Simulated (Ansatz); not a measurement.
## Stability checks on a candidate for SnTe3

The cell was found from a structure generator's guess, not taken from experiment.

Method: Ansatz, DFT PBE, scalar-relativistic, plane waves, PAW. The final run on the 4-atom cell used 420 eV, a Γ-centred 12×12×10 mesh, 0.10 eV smearing and no spin polarisation.

```xyz
4
Lattice="6.0411 0.0000 0.0000 -3.0205 5.2317 0.0000 0.0000 0.0000 4.3022" Properties=species:S:1:pos:R:3 pbc="T T T"
Sn    0.0000    0.0000    2.1511
Te    3.6104    0.0000    0.0000
Te   -1.8052    3.1267    0.0000
Te    1.2153    2.1050    0.0000
```

Energies over the elements count from the elements' standard structures at the same level, with no fitted energy shifts. The references include grey tin.

Problem. These tests were run: energy against the elements; phonons on a 1×1×2 q mesh. What do they show?

Solution.

```
                       test                            result
energy against the elements                     +0.05 eV/atom
  phonons on a 1×1×2 q mesh  imaginary modes down to 68i cm⁻¹
```

It fails 2 tests: energy against the elements and phonons on a 1×1×2 q mesh. So it isn't even a local minimum.

These runs have no spin–orbit coupling, which can matter for Te. The reference form of Te is held partly by dispersion forces, which this level lacks. The run for the phonons used a 12×12×10 k mesh and Fermi–Dirac smearing of 0.15 eV.
